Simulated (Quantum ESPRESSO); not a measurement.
pw.x input (Quantum ESPRESSO 7.5; LDA, PseudoDojo standard norm-conserving files, scalar-relativistic):

```
&CONTROL
  calculation = 'scf'
  pseudo_dir = './pseudo'
  outdir = './out'
  tprnfor = .true.
  tstress = .true.
/
&SYSTEM
  ibrav = 0
  nat = 7
  ntyp = 2
  ecutwfc = 80.0
  ecutrho = 320.0
  occupations = 'smearing'
  smearing = 'fd'
  degauss = 0.002
  nbnd = 33
/
&ELECTRONS
  conv_thr = 7.000000000000001e-10
/
ATOMIC_SPECIES
Cl 35.4500 Cl.upf
Mo 95.9500 Mo.upf
CELL_PARAMETERS angstrom
  6.173480212000   0.000000000000   0.000000000000
 -3.086740106000   5.346390694000   0.000000000000
  0.000000000000   0.000000000000   5.665920000000
ATOMIC_POSITIONS crystal
Cl   0.303610000000   0.303610000000   0.266290000000
Cl   0.696390000000   0.696390000000   0.733710000000
Cl   0.696390000000   0.000000000000   0.266290000000
Cl   0.303610000000   0.000000000000   0.733710000000
Cl  -0.000000000000   0.696390000000   0.266290000000
Cl   0.000000000000   0.303610000000   0.733710000000
Mo   0.000000000000   0.000000000000   0.500000000000
K_POINTS automatic
6 6 6 0 0 0
```

End of the output:

```

[...]
     the Fermi energy is     2.1379 ev
!    total energy              =    -337.90641107 Ry
     estimated scf accuracy    <          2.4E-10 Ry
     smearing contrib. (-TS)   =      -0.00000000 Ry
     internal energy E=F+TS    =    -337.90641107 Ry
     The total energy is F=E-TS. E is the sum of the following terms:
     one-electron contribution =    -163.18820621 Ry
     hartree contribution      =      97.90078248 Ry
     xc contribution           =     -73.42817867 Ry
     ewald contribution        =    -199.19080867 Ry
     convergence has been achieved in  15 iterations
     Forces acting on atoms (cartesian axes, Ry/au):
     atom    1 type  1   force =    -0.00380482   -0.00659013    0.00391675
     atom    2 type  1   force =     0.00380482    0.00659013   -0.00391675
     atom    3 type  1   force =     0.00760963    0.00000000    0.00391675
     atom    4 type  1   force =    -0.00760963   -0.00000000   -0.00391675
     atom    5 type  1   force =    -0.00380482    0.00659013    0.00391675
     atom    6 type  1   force =     0.00380482   -0.00659013   -0.00391675
     atom    7 type  2   force =     0.00000000    0.00000000    0.00000000
     Total force =     0.020964     Total SCF correction =     0.000054
     Computing stress (Cartesian axis) and pressure
          total   stress  (Ry/bohr**3)                   (kbar)     P=      -25.03
  -0.00016610  -0.00000000   0.00000000          -24.43       -0.00        0.00
  -0.00000000  -0.00016610   0.00000000           -0.00      -24.43        0.00
   0.00000000  -0.00000000  -0.00017829            0.00       -0.00      -26.23
```
In a gapped system the printed Fermi energy is only some level inside the gap.

Spin-orbit coupling is not included.

Geometry of the Materials Project entry, not relaxed at this level.
